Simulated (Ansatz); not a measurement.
This cell of Ti (hcp, Mg type) is off equilibrium:

```xyz
4
Lattice="5.8725 0.0000 0.0000 -1.4681 2.5429 0.0000 2.9363 0.0000 4.6372" Properties=species:S:1:pos:R:3 pbc="T T T"
Ti     5.8725     1.6953     3.5570
Ti     2.9363     1.6953     3.3987
Ti     1.5403     0.8893     1.1593
Ti     4.3322     0.8060     1.1593
```

All values below come from r2SCAN (plane waves to 500 eV, PAW, scalar-relativistic; Ansatz, a program for electronic structure). k mesh 18×18×18 (Γ-centred), Fermi-Dirac smearing 0.05 eV. Stress and pressure are positive under compression. With partly filled bands, energies and forces of such displacements shift with the k mesh and the smearing. The PAW data are Ansatz's earlier set. Ti is run without spin polarisation. Ti was relaxed with its symmetry unable to fall.

**Question.** What forces act on the atoms (eV/Å, Cartesian)?

**Answer.** 
| atom | Fx | Fy | Fz |
|---|---|---|---|
| Ti1 | -0.020 | -0.011 | -1.107 |
| Ti2 | -0.020 | -0.011 | 1.107 |
| Ti3 | -0.956 | -0.552 | 0.000 |
| Ti4 | 0.996 | 0.575 | 0.000 |

**Question.** What is the stress tensor (GPa)?

**Answer.** 
```
    0.6      0.2      0.0
    0.2      0.4      0.0
    0.0      0.0      2.2
```
The pressure, a third of the trace, is 1.1 GPa.

(A displaced cell: forces are minus the slopes of the energy, force constants its curvatures, and phonons follow from these.)
